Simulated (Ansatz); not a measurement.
Input:

LiCl:
Space group Fm-3m (No. 225); a = b = c = 4.9641 Å, α = β = γ = 90.00°

```json
[
 {"atom": "Li", "site": "4a", "symmetry": "m-3m", "x": "0.0000", "y": "0.0000", "z": "0.0000"},
 {"atom": "Cl", "site": "4b", "symmetry": "m-3m", "x": "0.5000", "y": "0.5000", "z": "0.5000"}
]
```
(The calculation used a cell of 2 atoms; values per cell refer to that cell.)

This is the LDA-relaxed structure.

### Question
All from LDA (plane waves, PAW; program Ansatz), unless another level is named. Give the bulk modulus (Birch–Murnaghan fit).

### Answer
40.8 GPa.

### Question
Next, the zero-point energy?

### Answer
39.3 meV/atom.

Symmetry was held in the LDA relaxation; phonons on a q-mesh show no instability.

Potentials: the later of the program's two PAW sets.
